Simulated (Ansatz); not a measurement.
BiPt: reading a single point

```
Bi Pt
1.0
     4.23271    0.00000    0.00000
    -2.11635    3.66563    0.00000
     0.00000    0.00000    5.69364
Bi Pt
2 2
Direct
  0.33333 0.66667 0.25000
  0.66667 0.33333 0.75000
  0.00000 0.00000 0.00000
  0.00000 0.00000 0.50000
```

Single point in Ansatz 0.2.0 with r2SCAN, no spin polarisation. Cutoff 500 eV, PAW datasets, 9×9×6 Γ-centred k mesh, gaussian filling (width 0.0664 eV).

(1) Is it stable against the elements?

(2) Describe some of the short contacts.

(3) What happens at the Fermi level?

(4) How is the charge shared?

Origin: a known structure type with other elements, at an estimated volume, so it need not be a known compound.

## Answers

(1) -0.25 eV an atom against the elements' usual phases (free molecules for gases, crystals otherwise, with no correction for O₂ or N₂), so it is bound against them; other compounds may still compete. Relaxing would lower it.

(2) Bi–Pt at 2.83 Å: least valence density 0.36 e/Å³ and ELF 0.35 there. Pt–Pt at 2.85 Å: least valence density 0.34 e/Å³ and ELF 0.30 there. Both are smooth PAW fields, read partly inside the augmentation spheres.

(3) It is a metal, with about 1.9 states/eV a cell as the mean within 0.25 eV of the Fermi level, mostly Bi p (47 %) and Pt d (40 %).

(4) Bader charges in e: Bi +0.72, Pt -0.72. In the mean Bi gives up most and Pt takes most.
